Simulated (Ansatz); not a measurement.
An Ansatz (a first-principles code) input:

Ansatz 0.2 input:
```yaml
crystal:
  lattice:
    - [1.6690529713, 0.9636281823, 8.3264517693]
    - [-1.6690529713, 0.9636281823, 8.3264517693]
    - [0.0, -1.9272563645, 8.3264517693]
  atoms:
    - { symbol: Al, position: [0.8700707582, 0.8700707582, 0.8700707582] }
    - { symbol: Al, position: [0.1299292418, 0.1299292418, 0.1299292418] }
    - { symbol: Al, position: [0.7065221086, 0.7065221086, 0.7065221086] }
    - { symbol: Al, position: [0.2934778914, 0.2934778914, 0.2934778914] }
    - { symbol: C, position: [0.7833397692, 0.7833397692, 0.7833397692] }
    - { symbol: C, position: [0.2166602308, 0.2166602308, 0.2166602308] }
    - { symbol: C, position: [0.0, 0.0, 0.0] }
kpoints:
  mp_grid: { grid: [6, 6, 6] }
hamiltonian:
  xc: hse06
  pseudopotentials: { kind: paw }
scf:
  n_extra_bands: 7
  occupations: { method: fixed }
output:
  eigenvalues: true
  eigenstates:
    e_range: [-9.0, 9.9]
    kpoints:
      - [0.0, 0.0, 0.0]  # VBM
      - [0.0, 0.0, 0.5]  # CBM
      - [0.0, 0.0, 0.0]  # GAMMA
      - [0.5, 0.5, 0.5]  # T
      - [0.5, 0.0, 0.0]  # L
      - [0.5, 0.0, 0.5]  # F
      - [0.3377978843, -0.3377978843, 0.0]  # S_0
      - [0.6622021157, 0.0, 0.3377978843]  # S_2
      - [0.5, -0.1755957687, 0.1755957687]  # H_0
      - [0.8244042313, 0.1755957687, 0.5]  # H_2
```

### Question
How many symmetry operations and irreducible k-points will the run report?

### Answer
12 operations, 32 of 216 k-points.

### Question
With a cutoff of 420 eV, how many plane waves at Γ?

### Answer
1569.

It took around 8 core-minutes (rough) on shared server cores.

The points marked VBM and CBM come from a semilocal run.

Space group R-3m. The first step of the workflow began from a Materials Project structure, measured or hypothetical; the Crystallography Open Database files this formula in space group No. 166, but the cells were not matched. Whether it is the stable phase at ambient conditions was not checked. The PBEsol relaxation kept the symmetry of its start; its stability against distortions is not shown here.

Potentials: the later of the program's two PAW sets.

Ansatz is a plane-wave DFT program.
